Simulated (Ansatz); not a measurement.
The elements of this relaxed trial crystal are hidden behind letters.

```
lattice vectors (Å)
   3.3597    0.0000    0.0000
  -1.6799    2.9096    0.0000
   0.0000    0.0000    5.4718
fractional positions
X 0.3333 0.6667 0.8840
X 0.6667 0.3333 0.1160
Z 0.0000 0.0000 0.5000
Q 0.3333 0.6667 0.2437
Q 0.6667 0.3333 0.7563
```

All numbers below come from Ansatz, DFT PBE, scalar-relativistic, plane waves, PAW. Settings of the last relaxation (5-atom cell): 420 eV, 12×12×4 k points, Gaussian smearing of 0.02 eV, no spin polarisation.

```
Space group                                : P-3m1 (No. 164)
Conventional cell                          : a = 3.360 Å, c = 5.472 Å
Volume per atom                            : 10.70 Å³
Density                                    : 2.67 g/cm³
Energy over the elements                   : −2.261 eV/atom
Gap on the 12×12×4 mesh of the 5-atom cell : 4.67 eV
```

Energies are uncorrected and count from the elements' standard states at the same level.

Question: X is an s-block element of period 2, Z is an s-block element of period 4 and Q is a p-block element of period 2. Which elements are they?

Answer: X = Li, Z = Ca, Q = O, so the formula is Li2CaO2. Density times volume gives a mean mass of 2.67 × 10.70/1.6605 = 17.2 u per atom, and this set has 17.2 u. Li has 4 O at 1.97–2.06 Å, 3 Li at 2.32 Å and 3 Ca at 2.86 Å; Ca has 6 O at 2.39 Å and 6 Li at 2.86 Å; O is surrounded by 4 Li at 1.97–2.06 Å and 3 Ca at 2.39 Å. Other sets within the hints have nearly the same mass, so mass alone doesn't settle it; this one was computed.

Kohn–Sham gaps at this level usually fall short of measured ones. A later test with randomly moved atoms came back to the same energy, though modes that don't fit the test's cell weren't probed.
